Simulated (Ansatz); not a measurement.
# Ansatz run, SiCl$_{3}$

The input, for Ansatz 0.2.0 (plane waves, PAW):

```yaml
crystal:
  lattice:
    - [6.412403, 0.0, 0.0]
    - [-3.206201, 5.553308, 0.0]
    - [0.0, 0.0, 6.895944]
  atoms:
    - { symbol: Si, position: [0.3333, 0.6667, 0.25] }
    - { symbol: Si, position: [0.6666, 0.3333, 0.75] }
    - { symbol: Cl, position: [0.3333, 0.0, 0.25] }
    - { symbol: Cl, position: [0.3333, 0.3333, 0.75] }
    - { symbol: Cl, position: [0.0, 0.3333, 0.25] }
    - { symbol: Cl, position: [0.6667, 0.0, 0.75] }
    - { symbol: Cl, position: [0.6667, 0.6667, 0.25] }
    - { symbol: Cl, position: [0.0, 0.6667, 0.75] }
  symmetry: { tolerance: 0.0003 }
kpoints:
  mp_grid: { grid: [6, 6, 5], shift: [0, 0, 0] }
  band_path:
    path:
      - [0.0, 0.0, 0.0]
      - [0.49999987, 2.2e-07, 0.0]
      - [0.33333325, 0.33333364, 0.0]
      - [0.0, 0.0, 0.0]
      - [0.0, 0.0, 0.5]
      - [0.49999987, 2.2e-07, 0.5]
      - [0.33333325, 0.33333364, 0.5]
      - [0.0, 0.0, 0.5]
      - [0.49999987, 2.2e-07, 0.5]
      - [0.49999987, 2.2e-07, 0.0]
      - [0.33333325, 0.33333364, 0.5]
    npoints: 6
magnetization:
  spin_polarized: false
scf:
  occupations: { method: fermi_dirac }
  lower_state_search: "off"
  max_iter: 200
hamiltonian:
  pseudopotentials: { kind: paw }
  xc: pbe
basis:
  ecutwfc: 420
  fft_grid_basis: typed
output:
  forces: true
  stress: true
  eigenvalues: true
  bader: true
  populations: true
  elf: true
  write_potential: true
  volumetric_format: npy
  dos:
    e_range: [-12, 8]
    de: 0.05
    projected: { site_lists: { Cl: [Cl], Si: [Si] } }
checkpoint:
  read: saved_state
```

The run starts from an earlier solution of this cell. 

Parts of the output:

```
Warning: the atoms were moved onto the symmetric positions of the space group found under crystal.symmetry.tolerance 3.0e-4 (fractional; no operation is sought that the atoms, as they stand in a round, miss by more than twice it, and no atom is moved by as much as it), and the run uses the moved positions.
Pseudopotentials: kind: paw
Pseudopotential: Si, paw, valence charge 4, recommended cutoff 420 eV (normal), Si.paw.azcp
Pseudopotential: Cl, paw, valence charge 7, recommended cutoff 420 eV (normal), Cl.paw.azcp
Functional definition: PBE
  exchange = pbe_x(kappa = kappa, mu = beta*pi^2/3)
  correlation = pbe_c(beta = beta)
Crystal: 8 atoms, lattice volume = 245.565 Å³
Basis set: ecut = 420 eV, 4823 PW (Γ), exchange–correlation on 90×90×96 points (8 copies of the dense FFT grid, shifted against one another)
Bands: 33, of which v1, the nominal top of the filled ones, is band 25 counted from 1 (24 counted from 0)
Symmetry: 12 space group operations
Space group: P63/m (ITA 176), of the structure as read, at distance tolerance 1.9e-3 Å
k-points: 24 of 180
Initial density: read from a saved state, or passed on in memory by an earlier SCF of this step, an earlier step, the calling program or the single point that the run made first
Functional: x = pbe(κ = 0.804, μ = 0.2195), c = pbe(β = 0.0667)
SCF iter   1: F=—  Δρ=3.18e-4  dr2=4.76e-5
SCF iter   2: F=—  Δρ=5.21e-5  dr2=9.02e-6
SCF iter   3: F=—  Δρ=3.63e-5  dr2=7.29e-6
SCF iter   4: F=—  Δρ=2.65e-5  dr2=2.59e-6
SCF iter   5: F=—  Δρ=1.08e-5  dr2=5.11e-7
SCF iter   6: F=-7752.7620 eV  Δρ=3.10e-6  dr2=3.70e-8
Free energy (F): -7752.7620 eV
Harris-Foulkes:  -7752.7620 eV  (|F-HF|=4.45e-9)
Internal energy: -7752.5033 eV  (E = F + TS)
E sigma→0 (E₀):  -7752.6326 eV
Entropy (-TS):   -0.2586 eV (-32.331 meV/atom)
Fermi energy:    2.7798 eV
--- Stress (GPa, compression-positive) ---
        0.6066       0.0000       0.0000
        0.0000       0.6066       0.0000
        0.0000       0.0000       0.4095
  P = ⅓ Tr σ = 0.5409 GPa (5.409 kbar)
--- Löwdin populations: 8 sites ---
  site symbol       q [e]
     0     Si      3.1820
     1     Si      3.1820
     2     Cl      7.1876
     3     Cl      7.1876
     4     Cl      7.1876
     5     Cl      7.1876
     6     Cl      7.1876
     7     Cl      7.1876
  spilling = 0.0102 (of n_electrons = 50.0000)
```

Origin: a known structure type with other elements, at an estimated volume, so it need not be a known compound. Caveats: many states at the Fermi level without spin polarisation, so a magnetic state may lie lower.
